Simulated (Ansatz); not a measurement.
## Exchange couplings of MnPt3 (Pm-3m)

The geometry is a structure as deposited in COD, held fixed and not relaxed.

Functional, mesh and filling: LDA, 8×8×8 k mesh, Fermi–Dirac smearing of 0.08 eV. PAW means Ansatz 0.2.0 on its default frozen-core files. Site moments are integrated in spheres about the atoms.

The run was typed so:

```yaml
crystal:
  lattice:
    - [3.9, 0.0, 0.0]
    - [0.0, 3.9, 0.0]
    - [0.0, 0.0, 3.9]
  atoms:
    - { symbol: Mn, position: [0.0, 0.0, 0.0], spin: 3.6 }
    - { symbol: Pt, position: [0.0, 0.5, 0.5] }
    - { symbol: Pt, position: [0.5, 0.0, 0.5] }
    - { symbol: Pt, position: [0.5, 0.5, 0.0] }
magnetization:
  spin_polarized: true
kpoints:
  mp_grid: { grid: [8, 8, 8] }
  band_path:
    path:
      - [0.0, 0.0, 0.0]
      - [0.0, 0.5, 0.0]
      - [0.5, 0.5, 0.0]
      - [0.0, 0.0, 0.0]
      - [0.5, 0.5, 0.5]
      - [0.0, 0.5, 0.0]
      - [0.5, 0.5, 0.5]
      - [0.5, 0.5, 0.0]
    npoints: 8
scf:
  occupations: { method: fermi_dirac, width: 0.08 }
  lower_state_search: "off"
hamiltonian:
  xc: lda
  pseudopotentials: { kind: paw }
output:
  eigenvalues: false
  eigenstates:
    nscf_kmesh: { grid: [8, 8, 8] }
    top_band: c45
    exchange_couplings: { magnetic: [{ species: Mn }] }
  write_density: true
  write_potential: true
  elf: true
  volumetric_format: npy
```

Command: `ansatz run input.yaml --threads 2 --pin off --max-ram 6144MiB --backend cpu --events-out ev --progress --plain --runs-dir out`

Site moments (μB): Mn1 3.65, Pt2 0.15, Pt3 0.15, Pt4 0.15. Cell moment 4.14 μB.

Couplings come from the force theorem (directions of the magnetic atoms constrained, all else relaxed) on a 8×8×8 mesh, with E = −Σ J e_i·e_j over ordered pairs of unit vectors, so positive J favours parallel moments.

| pair | count | J PAW (meV) |
| --- | --- | --- |
| Mn1–Mn at 3.90 Å | 6 | +7.96 |
| Mn1–Mn at 5.52 Å | 12 | -2.14 |
| Mn1–Mn at 6.75 Å | 8 | +2.16 |
| Mn1–Mn at 7.80 Å | 6 | -1.20 |
| Mn1–Mn at 8.72 Å | 24 | +0.18 |
| Mn1–Mn at 9.55 Å | 24 | +0.21 |
| Mn1–Mn at 11.03 Å | 12 | +0.39 |
| Mn1–Mn at 11.70 Å | 30 | 0.00 |

Question: What ordering temperature follows for classical moments?

Answer: 369 K in mean field, and 299 K by Tyablikov's decoupling, from all shells, not only those listed. Mean field overestimates it as a rule, and the couplings show only that this order is stable against small turns, not that no other order lies lower.

The couplings come from one mesh, and their convergence in k wasn't tested.

The PAW files were made with PBE; the program remakes their cores once for the run's functional and then keeps them frozen. The Ansatz runs typed with the search for lower states off end where their start leads. Spin–orbit coupling is left out although heavy atoms are present. These are results for the start and cell typed. The real compound can order otherwise, in a larger cell, or not at all, since semilocal functionals at zero temperature often overstate magnetism.
